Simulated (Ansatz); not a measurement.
Input file for Ansatz (a quantum-chemistry and plane-wave program):

Ansatz 0.2 input:
```yaml
crystal:
  lattice:
    - [3.2701320955, 0.0, 0.0]
    - [-1.6350660478, 2.8320174684, 0.0]
    - [0.0, 0.0, 11.5524390242]
  atoms:
    - { symbol: Ta, position: [0.0, 0.0, 0.25] }
    - { symbol: Ta, position: [0.0, 0.0, 0.75] }
    - { symbol: S, position: [0.3333333333, 0.6666666667, 0.1156977874] }
    - { symbol: S, position: [0.6666666667, 0.3333333333, 0.8843022126] }
    - { symbol: S, position: [0.6666666667, 0.3333333333, 0.6156977874] }
    - { symbol: S, position: [0.3333333333, 0.6666666667, 0.3843022126] }
kpoints:
  mp_grid: { grid: [11, 11, 3] }
  band_path:
    path:
      - [[0.0, 0.0, 0.0], [0.5, 0.0, 0.0], [0.3333333333, 0.3333333333, 0.0], [0.0, 0.0, 0.0], [0.0, 0.0, 0.5], [0.5, 0.0, 0.5], [0.3333333333, 0.3333333333, 0.5], [0.0, 0.0, 0.5]]  # Γ-M-K-Γ-A-L-H-A
      - [[0.5, 0.0, 0.5], [0.5, 0.0, 0.0]]  # L-M
      - [[0.3333333333, 0.3333333333, 0.5], [0.3333333333, 0.3333333333, 0.0]]  # H-K
    npoints: 8
basis: { xc_grid: 2 }
hamiltonian:
  xc: lda
  pseudopotentials: { kind: paw }
magnetization: { noncollinear: true, spin_orbit: true }
scf:
  n_extra_bands: 12
  convergence: { dr2_threshold: 0.0000000001 }
  occupations: { method: gaussian, width: 0.05 }
output: { eigenvalues: true }
```

Output (shortened):

```
Pseudopotential: Ta, paw_fr, valence charge 13
Pseudopotential: S, paw_fr, valence charge 6
Functional definition: SPW92
non-collinear run that drives no moment, with spin-orbit …
Crystal: 6 atoms, lattice volume = 106.988 Å³
Basis set: ecut = 420 eV, 2127 PW (Γ), exchange–correlation on 48×48×160 points (8 copies of the dense FFT grid, shifted against one another)
Bands: 62, of which v1, the nominal top of the filled ones, is band 50 counted from 1 (49 counted from 0)
Symmetry: 24 space group operations + 24 with time reversal
k-points: 32 of 363
Projection manifold: j_resolved (fully-relativistic pseudo-atomic orbitals)
SCF iter   1: F=—  HF=-22897.823904 eV  |F-HF|=—  |Δ(HF+E_count)|=         —  Δρ=7.67e-2  dr2=2.73e1  dr2_m=0.00e0 (ungated)  ethr=3.10e-3  |M|=0.00e0 ∫|m|=0.00e0 μB  |m|>n=0.0e0 m-floor=0.0e0 τ_xc=0.0e0  β_m=0.30  ⟨swp⟩=6.1  Hψ=4682  notcnv=0  defer=26
preconditioner: auto → Kerker (q_TF=auto, 2.403 Å⁻¹)
spin=Noncollinear: Kerker preconditioning applied to the charge; magnetization (m_x, m_y, m_z) channels mix plain (no charge-response kernel on spin).
SCF iter   2: F=—  HF=-22895.440577 eV  |F-HF|=—  |Δ(HF+E_count)|=    2.38e0  Δρ=4.39e-2  dr2=9.82e0  dr2_m=0.00e0 (ungated)  ethr=3.10e-3  |M|=0.00e0 ∫|m|=0.00e0 μB  |m|>n=0.0e0 m-floor=0.0e0 τ_xc=0.0e0  β_m=0.48  ⟨swp⟩=3.0  Hψ=1650  notcnv=0  defer=186
SCF iter   3: F=—  HF=-22893.846169 eV  |F-HF|=—  |Δ(HF+E_count)|=    1.59e0  Δρ=1.66e-2  dr2=1.46e0  dr2_m=0.00e0 (ungated)  ethr=3.10e-3  |M|=0.00e0 ∫|m|=0.00e0 μB  |m|>n=0.0e0 m-floor=0.0e0 τ_xc=0.0e0  β_m=0.62  ⟨swp⟩=3.2  Hψ=1556  notcnv=0  defer=186
SCF iter   4: F=—  HF=-22893.496166 eV  |F-HF|=—  |Δ(HF+E_count)|=   3.50e-1  Δρ=7.02e-3  dr2=7.10e-2  dr2_m=0.00e0 (ungated)  ethr=2.91e-3  |M|=0.00e0 ∫|m|=0.00e0 μB  |m|>n=0.0e0 m-floor=0.0e0 τ_xc=0.0e0  β_m=0.81  ⟨swp⟩=2.9  Hψ=1690  notcnv=0  defer=168
SCF iter   5: F=—  HF=-22893.478733 eV  |F-HF|=—  |Δ(HF+E_count)|=   1.74e-2  Δρ=1.40e-3  dr2=5.43e-3  dr2_m=0.00e0 (ungated)  ethr=1.42e-4  |M|=0.00e0 ∫|m|=0.00e0 μB  |m|>n=0.0e0 m-floor=0.0e0 τ_xc=0.0e0  β_m=0.90  ⟨swp⟩=2.1  Hψ=1453  notcnv=0  defer=174
SCF iter   6: F=—  HF=-22893.478526 eV  |F-HF|=—  |Δ(HF+E_count)|=   2.06e-4  Δρ=5.41e-4  dr2=5.79e-4  dr2_m=0.00e0 (ungated)  ethr=1.09e-5  |M|=0.00e0 ∫|m|=0.00e0 μB  |m|>n=0.0e0 m-floor=0.0e0 τ_xc=0.0e0  β_m=0.95  ⟨swp⟩=2.5  Hψ=1347  notcnv=0  defer=174
SCF iter   7: F=—  HF=-22893.478487 eV  |F-HF|=—  |Δ(HF+E_count)|=   3.96e-5  Δρ=8.00e-5  dr2=8.13e-6  dr2_m=0.00e0 (ungated)  ethr=1.16e-6  |M|=0.00e0 ∫|m|=0.00e0 μB  |m|>n=0.0e0 m-floor=0.0e0 τ_xc=0.0e0  β_m=0.98  ⟨swp⟩=2.0  Hψ=1258  notcnv=0  defer=174
SCF iter   8: F=—  HF=-22893.478481 eV  |F-HF|=—  |Δ(HF+E_count)|=   6.24e-6  Δρ=2.07e-5  dr2=5.69e-7  dr2_m=0.00e0 (ungated)  ethr=1.63e-8  |M|=0.00e0 ∫|m|=0.00e0 μB  |m|>n=0.0e0 m-floor=0.0e0 τ_xc=0.0e0  β_m=0.99  ⟨swp⟩=2.1  Hψ=1350  notcnv=0  defer=174
SCF iter  11: F=-22893.478405 eV  HF=-22893.478405 eV  |F-HF|=2.18e-11  |Δ(HF+E_count)|=  4.00e-11  Δρ=1.82e-7  dr2=4.63e-11  dr2_m=0.00e0 (ungated)  ethr=1.00e-12  |M|=0.00e0 ∫|m|=0.00e0 μB  |m|>n=0.0e0 m-floor=0.0e0 τ_xc=0.0e0  ⟨swp⟩=11.4  Hψ=3811  notcnv=0
SCF 1 converged in 11 iterations: F = -22893.478405 eV  dr2 = 4.63e-11
NSCF: frozen V_eff on 75 k-points
SCF converged after 11 iterations
Magnetization: |M| = 0.0000 μB,  M = (+0.0000, +0.0000, +0.0000) μB
Absolute magnetization: 0.0000 μB (∫|m|)
  site 0: m = (+0.0000, +0.0000, +0.0000) μB, |m| = 0.0000 μB  (R = 1.01 Å)
  site 1: m = (+0.0000, +0.0000, +0.0000) μB, |m| = 0.0000 μB  (R = 1.01 Å)
  site 2: m = (+0.0000, +0.0000, +0.0000) μB, |m| = 0.0000 μB  (R = 1.01 Å)
  site 3: m = (+0.0000, +0.0000, +0.0000) μB, |m| = 0.0000 μB  (R = 1.01 Å)
  site 4: m = (+0.0000, +0.0000, +0.0000) μB, |m| = 0.0000 μB  (R = 1.01 Å)
  site 5: m = (+0.0000, +0.0000, +0.0000) μB, |m| = 0.0000 μB  (R = 1.01 Å)
Free energy (F): -22893.478405 eV
Harris-Foulkes:  -22893.478405 eV  (|F-HF|=2.18e-11)
Internal energy: -22893.470719 eV  (E = F + TS)
E sigma→0 (E₀):  -22893.474562 eV
Entropy (-TS):   -0.007686 eV (-1.281 meV/atom)
Fermi energy:    10.670980 eV
--- Per-component energies (eV) ---
  E_band       = -335.240876
  E_kinetic    = 1168.144018
  E_local      = -2561.082116  (includes V_loc(G=0)·N_el)
  E_nonlocal   = 152.211493
  E_hartree    = 963.685838
  E_xc         = -821.682893
  E_vxc        = -763.307381  (∫ρ·V_xc dr)
  E_paw        = -18610.899453  (= ΣΔE_a)
  E_vpaw       = -258.578985  (= ΣTr[D̂ρ^β])
  E_aug_tail   = 0.000304  (compensation charges beyond the density's cutoff)
  E_ewald      = -3184.999426
  E_core_change = 1.151517  (= ΣΔE_core)
  E_smearing   = -0.007686  (= −TS)
  E_closure    = 0.000000  (closes the sum)
  Σ components = -22893.478405   (vs F -22893.478405, Δ=0.00e0)
  [band-id]    e_kinetic+e_local+e_nonlocal+2·e_hartree+e_vxc+e_vpaw+e_augmentation_tail = -335.240991   (vs E_band -335.240876, Δ=-1.15e-4)
--- Band table (eV; the first three rows and the last of 32) ---
  k-point 0: bands = ["-56.9221", "-56.9221", "-56.9221", "-56.9221", "-29.8676", "-29.8676", "-29.8676", "-29.8676", "-21.1692", "-21.1692", "-21.1688", "-21.1688", "-21.0103", "-21.0103", "-21.0103", "-21.0103", "-3.8808", "-3.8808", "-3.4096", "-3.4096", …
  k-point 1: bands = ["-56.9221", "-56.9221", "-56.9221", "-56.9221", "-29.8676", "-29.8676", "-29.8676", "-29.8676", "-21.1691", "-21.1691", "-21.1689", "-21.1689", "-21.0103", "-21.0103", "-21.0103", "-21.0103", "-3.7954", "-3.7954", "-3.5743", "-3.5743", …
  k-point 2: bands = ["-56.9207", "-56.9207", "-56.9207", "-56.9207", "-29.8733", "-29.8733", "-29.8733", "-29.8733", "-21.1725", "-21.1725", "-21.1721", "-21.1721", "-21.0343", "-21.0343", "-21.0343", "-21.0343", "-3.7532", "-3.7532", "-3.2841", "-3.2841", …
  k-point 31: bands = ["-56.9014", "-56.9014", "-56.9013", "-56.9013", "-29.9541", "-29.9541", "-29.9419", "-29.9419", "-21.3803", "-21.3803", "-21.3196", "-21.3196", "-21.2059", "-21.2059", "-21.1876", "-21.1876", "-1.5966", "-1.5966", "-1.3960", "-1.3960", …
```

Cost: about 80 core-seconds (a rough figure) on shared cores.

Space group P6_3/mmc. The workflow started from a Materials Project entry (that database holds measured and hypothetical structures alike); the Crystallography Open Database files this formula in space group No. 194, but the cells were not matched. It is not the phase usual at ambient conditions (space group No. 164). The cell was relaxed with LDA under the symmetry of its start; its stability against distortions is not shown here. The run is not spin-polarised. A crystal of weakly bound layers computed without a dispersion correction: the cell and the soft elastic constants depend strongly on that.

Potentials: the later of the program's two PAW sets.

Ansatz is a plane-wave DFT program.
